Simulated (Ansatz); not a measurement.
Here is the system:

SiGe:
```
SiGe
1.0
   -1.96253     1.96253    13.88659
    1.96253    -1.96253    13.88659
    1.96253     1.96253   -13.88659
Si Ge
5 5
Direct
  0.90357   0.90357   0.00000
  0.45168   0.95168   0.50000
  0.50000   0.50000   0.00000
  0.04832   0.54832   0.50000
  0.09643   0.09643   0.00000
  0.64628   0.14628   0.50000
  0.69825   0.69825   0.00000
  0.25000   0.75000   0.50000
  0.30175   0.30175   0.00000
  0.85372   0.35372   0.50000
```

This is the r²SCAN-relaxed structure. x, y and z are the axes in which the lattice vectors are written.

Task: All from the program Ansatz at the r²SCAN level (PAW), unless another level is named. Give the hole effective mass, band 2 of 2 at the edge.

Result: 0.070 along x, 0.24 along z (mₑ).

Task: Predict the formation energy from the elements (no fitted shifts).

Result: 0.008 eV/atom.

Task: Next, the band gap?

Result: 0.53 eV (direct).

Task: Predict the weight of the conduction-edge state by species (Voronoi cells).

Result: Si 85 %, Ge 15 %.

Task: What about the weight of the valence-edge state by species (Voronoi cells)?

Result: Ge 61 %, Si 39 %.

Space group I-4m2. The start of the workflow was typed in or built on a structure type; neither database checked (COD, Materials Project) lists it. Whether it is the stable phase at ambient conditions was not checked. Symmetry was held in the r²SCAN relaxation; its stability against distortions is not shown here. The references are the lowest solids computed at this level, not always the standard phases. Spin–orbit coupling is left out wherever it is not named.

Potentials: the earlier of the program's two PAW sets.
